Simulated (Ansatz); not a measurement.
A crystal of composition Cl2 at more than one level of theory

Plane-wave PAW calculations in Ansatz, scalar-relativistic unless spin-orbit coupling is named; Γ-centred meshes, relaxations with the symmetry kept. Pressure is positive in compression. No spin polarisation at the first level.

Settings: cutoff 420 eV, Γ-centred mesh 6×6×4 on the computed 4-atom cell, Gaussian smearing of 0.02 eV; no spin polarisation.

Structure relaxed with PBE+D3(BJ):

```
Cl
1.0
     3.29607   -2.03334    0.00000
     3.29607    2.03334    0.00000
     0.00000    0.00000    8.09471
Cl
4
Direct
  0.87486 0.12514 0.10869
  0.62514 0.37486 0.60869
  0.12514 0.87486 0.89131
  0.37486 0.62514 0.39131
```

Q: What changes with PBEsol (relaxed anew)?

A:
```json
{"level": "PBE+D3(BJ)", "cell": "relaxed", "cutoff (eV)": "420", "k mesh": "6×6×4", "primitive cell": "a = 3.87 Å, b = 3.87 Å, c = 8.09 Å, α = 90.00°, β = 90.00°, γ = 63.34°", "V (Å³/atom)": "27.1", "P (GPa; residual where relaxed)": "0.00", "gap on mesh (eV)": "2.19"}
{"level": "PBEsol", "cell": "relaxed", "cutoff (eV)": "420", "k mesh": "6×6×4", "primitive cell": "a = 3.96 Å, b = 3.96 Å, c = 8.01 Å, α = 90.00°, β = 90.00°, γ = 58.56°", "V (Å³/atom)": "26.8", "P (GPa; residual where relaxed)": "0.00", "gap on mesh (eV)": "2.01"}
```

Cost: 2 runs of about 0.99 core-minutes in all, on Intel Xeon Platinum 8488C (Sapphire Rapids) (shared hosts).